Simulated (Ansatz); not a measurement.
## NaI: what the electron mass says about interband coupling

Theory: DFT r2SCAN, scalar-relativistic, plane waves, PAW (Ansatz).

Cutoff 500 eV; k points 6×6×6 on the computed 2-atom cell (Γ-centred); Gaussian smearing, width 0.02 eV; no spin polarisation.

Relaxed cell: Fm-3m, a = 6.467 Å, b = 6.467 Å, c = 6.467 Å, α = 90.00°, β = 90.00°, γ = 90.00°, 2 atoms in the primitive cell.

The direct gap at Γ is 4.438 eV, and at Γ the conduction band has a mass of 0.2815 mₑ and the lightest hole 0.4169 mₑ, both along x.

**Question.** Use two-band k·p theory to get the Kane energy. As an exercise, what mass follows if the true gap is 1.5 times the computed one (semilocal functionals can miss by more, threefold or worse in zinc and cadmium oxides)?

**Answer.** Coupling to the valence top alone gives mₑ/m* = 1 + E_P/E_g, so E_P = E_g (mₑ/m* − 1) = 4.438 × (3.55 − 1) = 11.3 eV. The light hole is the mirror band, mₑ/mₗₕ = E_P/E_g − 1, and gives 15.1 eV; the spread shows what other bands add. Fits to experiment give about 15 to 31 eV for common tetrahedral semiconductors; the figure from the electron is a net one, lowered by higher conduction bands, and semilocal functionals tend to give less. With E_P fixed and E_g = 6.66 eV the mass becomes 0.37 mₑ: in this model the mass grows with the gap, in proportion where E_P ≫ E_g, which is why functionals that close gaps give light electrons. A correction that opens the gap also strengthens the coupling, so the true mass usually rises less. Remote bands and spin-orbit splitting are left out of the model.

Spin-orbit coupling is left out, which matters for the bands of heavy elements.

Cost: 3 runs of about 1.2 core-minutes in all, on Intel Xeon Processor @ 2.50GHz (Skylake/Cascade Lake) (shared hosts).